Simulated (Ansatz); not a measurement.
## PbSe with a Pb vacancy: gradients before and after relaxing the atoms

Start: a supercell of PbSe (rock salt type, Fm-3m) built from an entry of the Crystallography Open Database (COD), with all atoms left at the host's positions.

```
Pb Se
1.0
     0.00000    9.18195    9.18195
     9.18195    0.00000    9.18195
     9.18195    9.18195    0.00000
Pb Se
26 27
Direct
  0.00000 0.00000 0.33333
  0.00000 0.00000 0.66667
  0.00000 0.33333 0.00000
  0.00000 0.33333 0.33333
  0.00000 0.33333 0.66667
  0.00000 0.66667 0.00000
  0.00000 0.66667 0.33333
  0.00000 0.66667 0.66667
  0.33333 0.00000 0.00000
  0.33333 0.00000 0.33333
  0.33333 0.00000 0.66667
  0.33333 0.33333 0.00000
  0.33333 0.33333 0.33333
  0.33333 0.33333 0.66667
  0.33333 0.66667 0.00000
  0.33333 0.66667 0.33333
  0.33333 0.66667 0.66667
  0.66667 0.00000 0.00000
  0.66667 0.00000 0.33333
  0.66667 0.00000 0.66667
  0.66667 0.33333 0.00000
  0.66667 0.33333 0.33333
  0.66667 0.33333 0.66667
  0.66667 0.66667 0.00000
  0.66667 0.66667 0.33333
  0.66667 0.66667 0.66667
  0.16667 0.16667 0.16667
  0.16667 0.16667 0.50000
  0.16667 0.16667 0.83333
  0.16667 0.50000 0.16667
  0.16667 0.50000 0.50000
  0.16667 0.50000 0.83333
  0.16667 0.83333 0.16667
  0.16667 0.83333 0.50000
  0.16667 0.83333 0.83333
  0.50000 0.16667 0.16667
  0.50000 0.16667 0.50000
  0.50000 0.16667 0.83333
  0.50000 0.50000 0.16667
  0.50000 0.50000 0.50000
  0.50000 0.50000 0.83333
  0.50000 0.83333 0.16667
  0.50000 0.83333 0.50000
  0.50000 0.83333 0.83333
  0.83333 0.16667 0.16667
  0.83333 0.16667 0.50000
  0.83333 0.16667 0.83333
  0.83333 0.50000 0.16667
  0.83333 0.50000 0.50000
  0.83333 0.50000 0.83333
  0.83333 0.83333 0.16667
  0.83333 0.83333 0.50000
  0.83333 0.83333 0.83333
```

Atoms are numbered from 1 in the order listed; like atoms form one site, named after its first atom.

Method: Kohn–Sham DFT in Ansatz, PBE, plane waves and PAW, scalar-relativistic, 420 eV cutoff, Γ-centred 2×2×2 k-points, Fermi–Dirac smearing 0.01 eV, cell charge -2.

The largest force at the start is 0.39 eV/Å. Relaxing the ions at fixed cell moves them by 0.073 Å at most (atom 1, Pb) and 0.041 Å rms.

| site | atom | moved (Å) | first shell before | first shell after | V_zz before (10²¹ V/m²) | η before |
| --- | --- | --- | --- | --- | --- | --- |
| Pb1 | 1 | 0.073 | 6 Se at 3.06 Å | 6 Se at 3.01–3.09 Å | 4.44 | 0.35 |
| Pb4 | 4 | 0.023 | 6 Se at 3.06 Å | 6 Se at 3.05–3.06 Å | -0.016 | 0.00 |
| Pb14 | 14 | 0.022 | 6 Se at 3.06 Å | 6 Se at 3.02–3.08 Å | -9.88 | 0.00 |
| Se27 | 27 | 0.017 | 6 Pb at 3.06 Å | 6 Pb at 3.06–3.07 Å | -0.26 | 0.00 |
| Se29 | 29 | 0.024 | 5 Pb at 3.06 Å | 5 Pb at 3.01–3.02 Å | -9.52 | 0.00 |
| Se31 | 31 | 0.030 | 6 Pb at 3.06 Å | 6 Pb at 3.05–3.09 Å | 1.60 | 0.32 |

**Question.** How do the gradients change?

**Answer.** 

```tsv
site	atom	V_zz after	η after	change of V_zz
Pb1	1	3.18	0.65	-1.26
Pb4	4	0.15	0.00	+0.17
Pb14	14	-9.21	0.00	+0.67
Se27	27	0.93	0.00	+1.19
Se29	29	-9.96	0.00	-0.44
Se31	31	1.82	0.81	+0.22
```

The largest change of V_zz is on Pb1, from 4.44 to 3.18. In per cent, |V_zz| changes by -29 to -7 on Pb, +5 to +14 on Se (all sites that start above 0.5). Where |V_zz| stays above 0.1 and the axes keep their order, η moves most on Pb1, from 0.35 to 0.65. On Se31 V_xx and V_yy change places (or their axes turn by over 50°), so the two values of η hide a larger change. V_zz changes sign on Se27 (same axis). Sites without a gradient aren't listed.

The defect repeats with the cell of 53 atoms, so it feels its images: sites between two images don't show the values beside a lone defect, and zeros or small values of η there can come from the images' arrangement. A uniform background compensates the cell's charge. Spin–orbit coupling is left out, which shifts gradients on Pb by a few per cent in wide-gap crystals, and can shift them far more where the calculated gap is small or absent, as here. With a gap of 0.4 eV on this mesh, small gradients can still move by 0.1 × 10²¹ V/m² or more as the k-mesh gets denser.
Before: The neighbours have not yet relaxed around the defect (largest force 0.39 eV/Å), so a real crystal will differ.
